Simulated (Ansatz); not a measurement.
WS2 (P6_3/mmc), zone-centre modes

Method: Ansatz 0.2.0, DFT PBE+D3(BJ), scalar-relativistic, plane waves, PAW. Cutoff 420 eV, Γ-centred 12×12×4 k-points, Gaussian smearing of 0.05 eV. Spin–orbit coupling is left out, which can shift energies with elements as heavy as these. No spin polarisation.

Zero of the scan (relaxed at this level):

```yaml
crystal:
  lattice:
    - [3.15421, 0.00000, 0.00000]
    - [-1.57710, 2.73162, 0.00000]
    - [0.00000, 0.00000, 12.13991]
  atoms:
    - { symbol: W, position: [0.33333, 0.66667, 0.25000] }
    - { symbol: W, position: [0.66667, 0.33333, 0.75000] }
    - { symbol: S, position: [0.33333, 0.66667, 0.62029] }
    - { symbol: S, position: [0.66667, 0.33333, 0.12029] }
    - { symbol: S, position: [0.33333, 0.66667, 0.87971] }
    - { symbol: S, position: [0.66667, 0.33333, 0.37971] }
```

Harmonic modes by finite displacements of 0.02 Å, without the LO–TO term.

(1) At this geometry, is the structure stable against these modes?

(2) List the wavenumbers in cm⁻¹.

Answers

(1) Yes: no mode is imaginary beyond 10 cm⁻¹, and only the three translations lie near zero.

(2) 0, 0, 0, 29, 29, 51, 291, 291, 294, 294, 350, 350, 351, 351, 411, 420, 432, 438.

Cost: 1 run of about 2.7 core-minutes, on Arm Neoverse V2 (shared hosts).